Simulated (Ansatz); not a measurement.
**BaTaS3, a database entry at a rescaled volume**

```yaml
crystal:
  lattice:
    - [6.90061, 0.00000, 0.00000]
    - [-3.45031, 5.97610, 0.00000]
    - [0.00000, 0.00000, 5.78982]
  atoms:
    - { symbol: Ba, position: [0.33330, 0.66670, 0.75000] }
    - { symbol: Ba, position: [0.66660, 0.33330, 0.25000] }
    - { symbol: S, position: [0.16860, 0.33720, 0.25000] }
    - { symbol: S, position: [0.83140, 0.16860, 0.75000] }
    - { symbol: S, position: [0.66280, 0.83140, 0.25000] }
    - { symbol: S, position: [0.83140, 0.66280, 0.75000] }
    - { symbol: S, position: [0.16860, 0.83140, 0.25000] }
    - { symbol: S, position: [0.33720, 0.16860, 0.75000] }
    - { symbol: Ta, position: [0.00000, 0.00000, 0.00000] }
    - { symbol: Ta, position: [0.00000, 0.00000, 0.50000] }
```

The numbers come from plane-wave PAW DFT (Ansatz): PBEsol, no spin polarisation, 420 eV, 6×6×6 Γ-centred k points, gaussian occupations (width 0.1813 eV). Nothing was relaxed.

- Formation energy: -1.55 eV an atom against the elements' usual phases (free molecules for gases, crystals otherwise, with no correction for O₂ or N₂), so it is bound against them; other compounds may still compete. Relaxing would lower it.
- Forces: The largest is on S5 (and as large on other atoms): 0.10 eV/Å, components (-0.08, -0.05, 0.00). It makes 144° with the line to a nearest neighbour, Ta9 at 2.48 Å, pointing away from it.
- Electronic structure: It is a metal, with about 3.1 states/eV a cell as the mean within 0.25 eV of the Fermi level, mostly Ta d (59 %) and S p (26 %).
- Contacts: S–Ta at 2.48 Å: least valence density 0.51 e/Å³ and ELF 0.30 there. Ta–Ta at 2.89 Å: least valence density 0.34 e/Å³ and ELF 0.40 there. Ba–S at 3.45 Å: least valence density 0.09 e/Å³ and ELF 0.08 there. These are pseudo-fields; inside the PAW spheres they differ from the all-electron ones.

Origin: a database entry at a rescaled volume. Caveats: many states at the Fermi level without spin polarisation, so a magnetic state may lie lower; wide smearing.
